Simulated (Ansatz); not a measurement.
CsGeI$_{3}$ in space group R3m (No. 160; I on 9b, Cs on 3a, Ge on 3a) under volume change, plane-wave PAW r²SCAN (Ansatz code), shape and atoms relaxed at each volume.

```tsv
V (Å³/atom)	E − E(relaxed) (meV/atom)	P (GPa)
40.252	13.6	1.24
41.579	5.5	0.72
42.906	1.3	0.33
44.233	0.0	0.00
45.560	1.1	-0.26
46.887	4.1	-0.46
48.214	8.5	-0.59
```

Task: What does a third-order Birch–Murnaghan fit give for V₀, B₀ and B′?

Result: V₀ = 44.21 Å³/atom, B₀ = 9.5 GPa, B′ = 7.2.

The workflow started from an entry of the Crystallography Open Database (COD, 293 K). Whether it is the stable phase at ambient conditions was not checked. The r²SCAN relaxation kept the symmetry of its start; whether a distortion lowers the energy is not shown. Spin–orbit coupling is left out wherever it is not named.

Potentials: the later of the program's two PAW sets.
